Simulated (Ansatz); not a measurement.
Relaxed-ion elastic tensor of LiH (rock salt, space group No. 225) in GPa (Voigt order), the program Ansatz at the r²SCAN level (PAW); density 0.82 g/cm³, 8.03 Å³ per atom.

```
83.4  12.6  12.6   0.0   0.0   0.0
12.6  83.4  12.6   0.0   0.0   0.0
12.6  12.6  83.4   0.0   0.0   0.0
 0.0   0.0   0.0  51.6   0.0   0.0
 0.0   0.0   0.0   0.0  51.6   0.0
 0.0   0.0   0.0   0.0   0.0  51.6
```

Question: Is the crystal mechanically stable?

Answer: Yes: the smallest eigenvalue of C is 51.6 GPa.

Question: Work out the Voigt, Reuss and Hill averages.

Answer: K_V = 36.2, K_R = 36.2, K_H = 36.2; G_V = 45.1, G_R = 43.6, G_H = 44.4 GPa.

Question: Give Young's modulus, Poisson's ratio, Pugh's ratio and the universal anisotropy index.

Answer: E = 9KG/(3K + G) = 94.5 GPa; ν = 0.06; K/G = 0.81 (brittle by the Pugh limit of 1.75); A_U = 5G_V/G_R + K_V/K_R − 6 = 0.17.

Question: Estimate the sound speeds and the Debye temperature.

Answer: v_l = √((K + 4G/3)/ρ) = 10800 m/s, v_t = √(G/ρ) = 7350 m/s, mean 8010 m/s; Θ = (h/k)(3n/4πV)^(1/3) v_m = 1190 K.

Question: Give the Zener ratio and Young's modulus along [100], [110] and [111].

Answer: A = 2C44/(C11 − C12) = 1.46; 1/E = S11 − 2(S11 − S12 − S44/2)Γ with Γ = 0, 1/4, 1/3 gives 80.1, 97.4, 105 GPa.

Space group Fm-3m (rock salt). The cell was relaxed with r²SCAN under the symmetry of its start; phonons on a q-mesh show no instability.

Potentials: the later of the program's two PAW sets.
